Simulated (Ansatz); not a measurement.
The start is a generated trial cell of TiC in the rocksalt structure type. Cell shape, volume and atoms are optimised at zero target pressure with PBEsol (plane waves to 420 eV, PAW, scalar-relativistic; Ansatz, a program for electronic structure). The first steps use a coarse 9×9×9 k-mesh.

Starting cell:
```yaml
crystal:
  lattice:
    - [0.00000, 2.18617, 2.18617]
    - [2.18617, 0.00000, 2.18617]
    - [2.18617, 2.18617, 0.00000]
  atoms:
    - { symbol: C, position: [0.00000, 0.00000, 0.00000] }
    - { symbol: Ti, position: [0.50000, 0.50000, 0.50000] }
```

Q: How much energy is released per atom?

A: 0.02 eV/atom.

Q: How does the volume per atom move from start to end?

A: -5.3 %, from 10.45 to 9.89 Å³/atom.

Q: How do the shortest distances between atoms change?

A: The closest pairs of elements (up to four, under 3.6 Å), start → end: C–Ti 2.19 → 2.15 Å; C–C 3.09 → 3.04 Å; Ti–Ti 3.09 → 3.04 Å.

Q: Is the relaxed structure metallic? Give its gap.

A: Zero (metallic).

Q: Write out the relaxed structure.

A: 
```cif
data_C4Ti4
_chemical_formula_sum 'C4 Ti4'
_space_group_name_H-M_alt 'Fm-3m'
_space_group_IT_number 225
_space_group_name_Hall '-F 4 2 3'
_cell_length_a 4.29332
_cell_length_b 4.29332
_cell_length_c 4.29332
_cell_angle_alpha 90.000
_cell_angle_beta 90.000
_cell_angle_gamma 90.000
loop_
_atom_site_label
_atom_site_type_symbol
_atom_site_symmetry_multiplicity
_atom_site_Wyckoff_symbol
_atom_site_fract_x
_atom_site_fract_y
_atom_site_fract_z
_atom_site_occupancy
C1 C 4 a 0.00000 0.00000 0.00000 1
Ti1 Ti 4 b 0.50000 0.50000 0.50000 1
```
(The calculation used a cell of 2 atoms; values per cell refer to that cell.)

The space group stays Fm-3m (No. 225) (the run could not lower it); the end is rock salt type, with 2 atoms in the primitive cell. Final values are on a 19×19×19 k-mesh of the relaxed cell. No spin polarisation in the result.

The run could not lose the symmetry of its start; a randomly shaken copy of 2 atoms returns to this structure.

All atoms sit on sites fixed by symmetry, so only the cell could relax.
